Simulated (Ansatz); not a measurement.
Given:

La (dhcp type, space group P6_3/mmc)

```xyz
4
Lattice="3.7704 0.0000 0.0000 -1.8852 3.2652 0.0000 0.0000 0.0000 12.0810" Properties=species:S:1:pos:R:3 pbc="T T T"
La     0.0000     0.0000     0.0000
La     0.0000     0.0000     6.0405
La     0.0000     2.1768     3.0203
La     1.8852     1.0884     9.0608
```

In this cell atom 3 (La, nearest neighbour La at 3.723 Å; its periodic images, 3.8 Å or more away, move with it) is moved by s along Cartesian [110], unit vector (0.707, 0.707, 0.000); all other atoms and the cell stay fixed.

Calculation: PBE (plane waves to 420 eV, PAW, scalar-relativistic; Ansatz, a quantum-chemistry and plane-wave program). k mesh 11×11×3 (Γ-centred), Fermi-Dirac smearing 0.05 eV. Energies are smeared free energies. With partly filled bands, energies and forces of such displacements shift with the k mesh and the smearing. La is run without spin polarisation. La was relaxed with its symmetry unable to fall. The PAW data are Ansatz's earlier set. ΔE is measured from the undisplaced structure.

The scan covers s from -0.740 to 0.740 Å in 11 points.

**Question.** Is this a single well or a double well?

**Answer.** A single well with its minimum at or next to zero displacement.

**Question.** Is the energy the same for displacements of ±0.740 Å, and if not, which side lies higher?

**Answer.** Not even: the positive side lies higher at ±0.740 Å. With its periodic images moving along, the atom's site symmetry in this cell is -6m2.

**Question.** What is the energy change at s = 0.740 Å?

**Answer.** 162 meV/cell.

**Question.** What is the force constant k = d²E/ds² of this move at s = 0?

**Answer.** 0.47 eV/Å².

(A displaced cell: forces are minus the slopes of the energy, force constants its curvatures, and phonons follow from these.)
